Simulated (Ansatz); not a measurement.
A geometry of SiNi away from equilibrium: step 3 of the relaxation of a relaxed SiNi cell displaced along its unstable phonon at q = (½, 0, ½) of its primitive reciprocal cell (163i cm⁻¹), largest move 0.15 Å. Computed with PBEsol (plane waves to 420 eV, PAW, scalar-relativistic; Ansatz, a quantum-chemistry and plane-wave program). Γ-centred k-mesh 9×9×9 on the run's cell (coarser than for final values), Fermi–Dirac smearing 0.05 eV.

```xyz
12
Lattice="9.5765 -0.0049 0.0000 -2.3962 4.1504 0.0000 4.7883 -0.0024 3.7688" Properties=species:S:1:pos:R:3:forces:R:3 pbc="T T T" free_energy=-38564.584 pressure_GPa=-0.4
Ni     2.3941    -0.0012     0.0000    0.0000    0.0000    0.0000
Ni     7.1824    -0.0037     0.0000    0.0000    0.0000    0.0000
Ni     1.1960     2.0740     0.0000    0.0000    0.0000    0.0000
Ni     5.9843     2.0715     0.0000    0.0000    0.0000    0.0000
Ni    -1.1981     2.0752     0.0056    0.0000    0.0000   -0.0860
Ni     3.5901     2.0728    -0.0056    0.0000    0.0000    0.0860
Si     0.0000     0.0000     0.4214    0.0000    0.0000    1.1871
Si     4.7883    -0.0024    -0.4214    0.0000    0.0000   -1.1871
Si     9.5815     2.7649     1.8844    0.0573    0.0331    0.0000
Si     4.7829     2.7614     1.8844   -0.0814   -0.0470    0.0000
Si     2.3974     1.3841     1.8844    0.0814    0.0470    0.0000
Si     7.1753     1.3757     1.8844   -0.0573   -0.0331    0.0000
```

Positions in Å, forces in eV/Å, free energy of the cell in eV (comparable only within this code, potentials and settings). Largest force: 1.19 eV/Å, on Si7, Si8 (atoms numbered as listed); the geometry lies 0.04 eV/atom above the end of its relaxation.

No spin polarisation in the result. A magnetic state may lie lower.

The run could not lose the symmetry of its start, so the end can be a saddle point.

The end of the path is a generated cell of SiNi: the first start was made by placing the elements on the sites of a structure type, and the end was not matched to a known phase here, so it may be hypothetical. Known forms of SiNi include space group No. 62.
